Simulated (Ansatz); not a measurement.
The elements of this relaxed trial crystal are hidden behind letters.

```
lattice vectors (Å)
   3.9059    0.0000    0.0000
  -1.9529    3.3826    0.0000
   0.0000    0.0000    7.2153
fractional positions
X 0.0000 0.0000 0.2348
Z 0.0000 0.0000 0.6767
Q 0.0000 0.0000 0.9110
```

These are results of DFT PBE, scalar-relativistic, plane waves, PAW in Ansatz, not measurements. Settings of the last relaxation (3-atom cell): 420 eV, 12×12×8 k points, Gaussian smearing of 0.10 eV, no spin polarisation.

```
Space group                                : P6mm (No. 183)
Conventional cell                          : a = 3.906 Å, c = 7.215 Å
Volume per atom                            : 31.78 Å³
Density                                    : 2.22 g/cm³
Energy over the elements                   : −0.51 eV/atom
Gap on the 12×12×8 mesh of the 3-atom cell : 0 eV (a metal)
```

Energies are uncorrected and count from the elements' standard states at the same level.

Problem. X is an s-block element of period 4, Z is a p-block element of period 4 and Q is a p-block element of period 2. Which elements are they?

Solution. X = K, Z = Ge, Q = O, so the formula is KGeO. Density times volume gives a mean mass of 2.22 × 31.78/1.6605 = 42.5 u per atom, and this set has 42.6 u. K has 1 O at 2.34 Å and 1 Ge at 3.19 Å; Ge is surrounded by 1 O at 1.69 Å and 1 K at 3.19 Å; around O lie 1 Ge at 1.69 Å and 1 K at 2.34 Å. Other sets within the hints have nearly the same mass, so mass alone doesn't settle it; this one was computed.

An odd number of electrons in the primitive cell allows no gap without spin; a larger cell or a magnetic state could open one. Symmetry constrained the relaxation, so the result can be a saddle point.
